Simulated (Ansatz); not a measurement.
A relaxed cell of Nb3Si2O is given with its symmetry left out. The cell was found from a proposed guess, not taken from experiment.

The calculation used DFT PBE, scalar-relativistic, plane waves, PAW (Ansatz 0.2.0). Cutoff 420 eV, Γ-centred mesh, Gaussian smearing, no spin polarisation.

```cif
data_structure
_symmetry_space_group_name_H-M 'P 1'
_symmetry_Int_Tables_number 1
_cell_length_a 6.4517
_cell_length_b 6.4517
_cell_length_c 4.1475
_cell_angle_alpha 90.000
_cell_angle_beta 90.000
_cell_angle_gamma 90.000
_cell_volume 172.64
loop_
_atom_site_label
_atom_site_type_symbol
_atom_site_fract_x
_atom_site_fract_y
_atom_site_fract_z
_atom_site_occupancy
Nb1 Nb 0.50000 0.50000 0.00000 1
Nb2 Nb 0.81834 0.31834 0.50000 1
Nb3 Nb 0.00000 0.00000 0.00000 1
Nb4 Nb 0.18166 0.68166 0.50000 1
Nb5 Nb 0.31834 0.18166 0.50000 1
Nb6 Nb 0.68166 0.81834 0.50000 1
Si1 Si 0.12782 0.37218 0.00000 1
Si2 Si 0.87218 0.62782 0.00000 1
Si3 Si 0.37218 0.87218 0.00000 1
Si4 Si 0.62782 0.12782 0.00000 1
O1 O 0.50000 0.50000 0.50000 1
O2 O 0.00000 0.00000 0.50000 1
```

Formation energies are uncorrected and refer to the elements' standard structures at the same level (O₂ as a molecule).

**Question.** Find its symmetry and describe it.

**Answer.** P4/mbm (No. 127). Conventional cell: a = 6.452 Å, c = 4.148 Å. Nb on a site of symmetry 4/m has 2 O at 2.07 Å and 4 Si at 2.54 Å; Nb on a site of symmetry m2m is surrounded by 2 O at 2.36 Å, 2 Si at 2.71 Å and 4 Si at 2.90 Å; around Si lie 1 Si at 2.33 Å, 2 Nb at 2.54 Å, 2 Nb at 2.71 Å and 4 Nb at 2.90 Å; O is surrounded by 2 Nb at 2.07 Å and 4 Nb at 2.36 Å.

**Question.** What is its formation energy per atom?

**Answer.** −0.73 eV/atom.

**Question.** Is it a metal?

**Answer.** Yes, bands cross the Fermi level on the 6×6×8 mesh.

The last run used a 6×6×8 mesh (in the run's order of axes) for its 12-atom cell and Gaussian smearing of 0.10 eV. The cell is a metal run without spin; a magnetic state may lie lower. A later test with randomly moved atoms led to a structure 178 meV/atom lower, so this end is a saddle point or a shallow minimum. Another cell of the same search, in Pmc2_1, lies 178 meV/atom lower, so this cell isn't the stable form at this level.
